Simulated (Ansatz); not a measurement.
Consider the following.

TiTeS:
```cif
data_STeTi
_chemical_formula_sum 'Ti1 Te1 S1'
_space_group_name_H-M_alt 'P3m1'
_space_group_IT_number 156
_space_group_name_Hall 'P 3 -2"'
_cell_length_a 3.60983
_cell_length_b 3.60983
_cell_length_c 6.55400
_cell_angle_alpha 90.000
_cell_angle_beta 90.000
_cell_angle_gamma 120.000
loop_
_atom_site_label
_atom_site_type_symbol
_atom_site_symmetry_multiplicity
_atom_site_Wyckoff_symbol
_atom_site_fract_x
_atom_site_fract_y
_atom_site_fract_z
_atom_site_occupancy
Ti1 Ti 1 b 0.33333 0.66667 0.03358 1
Te1 Te 1 a 0.00000 0.00000 0.74897 1
S1 S 1 c 0.66667 0.33333 0.21745 1
```

This is the r²SCAN-relaxed structure.

Problem. All from the program Ansatz at the r²SCAN level (PAW), unless another level is named. Give the electronic character.

Solution. metallic (no gap).

Problem. What about the formation energy from the elements (no fitted shifts)?

Solution. -1.18 eV/atom.

Problem. What about the density of states at the Fermi level?

Solution. 0.28 states/eV per atom (mean over ±0.08 eV).

The first step of the workflow began from a Materials Project structure, measured or hypothetical; the Crystallography Open Database copy checked does not list it. Its standing as an ambient phase is unchecked. The r²SCAN relaxation kept the symmetry of its start; whether a distortion lowers the energy is not shown. The run is not spin-polarised. A crystal of weakly bound layers computed without a dispersion correction: the cell and the soft elastic constants depend strongly on that. The references are the lowest solids computed at this level, not always the standard phases. Scalar-relativistic: spin–orbit coupling is off unless named, which matters more the heavier the elements.

Potentials: the later of the program's two PAW sets.
